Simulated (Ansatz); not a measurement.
## Relaxing an invented Si2C structure

Computed with DFT PBE, scalar-relativistic, plane waves, PAW (Ansatz). Cutoff 420 eV, Gaussian smearing, Γ-centred meshes. Cell and atoms relax first on a coarse mesh and then on a finer one. In between, the cell is made exact in the group found at 0.06 Å. In metals the finer mesh still leaves noise of several meV/atom or more. The steps can't lower the symmetry of their start. No spin polarisation in the relaxation; trial moments died out in a coarse test.

The guess for Si2C was made by a generator: ordered vacancies on the anion sites of tungsten carbide (P-6m2, No. 187) (occupants of the shared sites, in ratio, C: 1, vacant: 1). The dimensions are guesses.

```
Si C
1.0
     2.75226    0.00000    0.00000
    -1.37613    2.38353    0.00000
     0.00000    0.00000    5.39443
Si C
2 1
Cartesian
  0.0000 0.0000 4.0458
  0.0000 0.0000 1.3486
  0.0000 1.5890 0.0000
```

The zero of energy is the elements' standard structures at the same level; no fitted shifts are applied.

**Question.** Which structure results?

**Answer.** The symmetry stays P-6m2 (No. 187). The volume per atom shrinks by 1.4 %, from 11.8 to 11.6 Å³. The shortest distance goes from 2.08 Å (Si–C) to 2.06 Å (Si–C). The ratio c/a of the conventional cell changes by a factor of 0.86. The energy falls by about 0.21 eV/atom (the start's value is from the coarse mesh). Conventional cell: a = 2.884 Å, c = 4.845 Å. Around Si lie 3 C at 2.06 Å and 2 Si at 2.42–2.43 Å; C is surrounded by 6 Si at 2.06 Å.

```
Si C
1.0
     2.88376    0.00000    0.00000
    -1.44188    2.49741    0.00000
     0.00000    0.00000    4.84490
Si C
2 1
Cartesian
  0.0000 0.0000 3.6370
  0.0000 0.0000 1.2079
  0.0000 1.6649 0.0000
```

**Question.** Give its energy and gap.

**Answer.** The formation energy is +0.78 eV/atom and the gap on the 18×18×10 mesh of the 3-atom cell is 0 eV (a metal).

A positive value: parting into the elements would lower its energy.

The last run used Gaussian smearing of 0.10 eV. The reference form of C is held partly by dispersion forces, which this level lacks. A structure relaxed within its symmetry needn't be a true minimum. In all, the 3 runs took 28 s on 1 thread of AMD EPYC 9R14 (Zen 4), on a shared host. Another cell of Si2C relaxed alike, in Immm, lies 0.32 eV/atom lower, so this cell isn't the stable form at this level.
